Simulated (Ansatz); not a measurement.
Data sheet: K (DFT)

K (hcp (Mg type), space group No. 194), a = 4.785 Å, b = 4.785 Å, c = 7.747 Å, α = 90.00°, β = 90.00°, γ = 120.00°.

Space group P6_3/mmc (No. 194), hcp (Mg type); conventional cell a = b = 4.785 Å, c = 7.747 Å, α = β = 90.00°, γ = 120.00°.

Method: r²SCAN (plane waves, PAW; program Ansatz). Structure relaxed to zero pressure with the same functional. Other levels are named where they apply.

Cell and energy:

- Volume per atom = 76.81 Å³
- Density = 0.85 g/cm³

Electronic structure:

Electronic character: metallic (no gap)
Density of states at the Fermi level: 0.78 states/eV per atom (mean over ±0.08 eV)

The first step of the workflow began from a Materials Project structure, measured or hypothetical; the Crystallography Open Database copy checked does not list it. It is not the phase usual at ambient conditions (space group No. 229). The cell was relaxed with r²SCAN under the symmetry of its start; its stability against distortions is not shown here. Axis ratios of metals converge slowly with the k-mesh, so a and c are less sure than the volume.

Potentials: the later of the program's two PAW sets.
